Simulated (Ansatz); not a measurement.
A distorted cell of Ca (fcc, Cu type):

```
CELL_PARAMETERS angstrom
      5.56846     0.00000     0.00000
      0.00000     5.56846     0.00000
      0.00000     0.00000     5.56846
ATOMIC_POSITIONS crystal
  Ca 0.00000 0.00000 0.00000
  Ca 0.50000 0.50000 0.98599
  Ca 0.50000 0.00000 0.50000
  Ca 0.00000 0.50000 0.50000
```

These are r2SCAN (plane waves to 500 eV, PAW, scalar-relativistic; Ansatz, a program for electronic structure) values and carry that method's errors. k mesh 7×7×7 (Γ-centred), Fermi-Dirac smearing 0.05 eV. E stands for the smeared free energy. Compression counts positive. With partly filled bands, energies and forces of such displacements shift with the k mesh and the smearing. Ca was relaxed with its symmetry unable to fall.

Question: Predict the force on every atom, in eV/Å.

Answer: 
```json
[
 {"atom": "Ca1", "Fx": "0.000", "Fy": "0.000", "Fz": "-0.016"},
 {"atom": "Ca2", "Fx": "0.000", "Fy": "0.000", "Fz": "0.182"},
 {"atom": "Ca3", "Fx": "0.000", "Fy": "0.000", "Fz": "-0.083"},
 {"atom": "Ca4", "Fx": "0.000", "Fy": "0.000", "Fz": "-0.083"}
]
```

Question: In it atom 2 sits (0.000, 0.000, -0.078) Å away from its relaxed site. What is its energy relative to the relaxed cell?

Answer: 7 meV/cell.

(For displaced atoms, the force is minus the slope of the energy, and its curvature is a force constant, which sets phonon frequencies.)
